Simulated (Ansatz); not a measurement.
**Notes on HfRu**

```
CELL_PARAMETERS angstrom
3.21793 0.00000 0.00000
0.00000 3.21793 0.00000
0.00000 0.00000 3.21793
ATOMIC_POSITIONS crystal
Ru 0.50000 0.50000 0.50000
Hf 0.00000 0.00000 0.00000
```

The numbers come from plane-wave PAW DFT (Ansatz): r2SCAN, no spin polarisation, 500 eV, 10×10×10 Γ-centred k points, fermi-dirac occupations (width 0.1 eV). Nothing was relaxed.

**Question.** Metal or insulator?

**Answer.** It is a metal, with about 0.32 states/eV a cell as the mean within 0.25 eV of the Fermi level, mostly Hf d (50 %) and Ru d (29 %).

**Question.** Is it stable against the elements?

**Answer.** -0.86 eV an atom against the elements' usual phases (free molecules for gases, crystals otherwise, with no correction for O₂ or N₂), so it is bound against them; other compounds may still compete. Relaxing would lower it.

**Question.** What do density and ELF say about some of the short contacts?

**Answer.** Ru–Hf at 2.79 Å: least valence density 0.31 e/Å³ and ELF 0.20 there. Ru–Ru at 3.22 Å: least valence density 0.25 e/Å³ and ELF 0.48 there. Hf–Hf at 3.22 Å: least valence density 0.18 e/Å³ and ELF 0.23 there. Both are smooth PAW fields, read partly inside the augmentation spheres.

**Question.** Is the cell too large or too small?

**Answer.** The pressure is 2.2 GPa (compression positive), so with the atoms held at these fractions the cell would first expand.

Origin: a database entry at a rescaled volume.
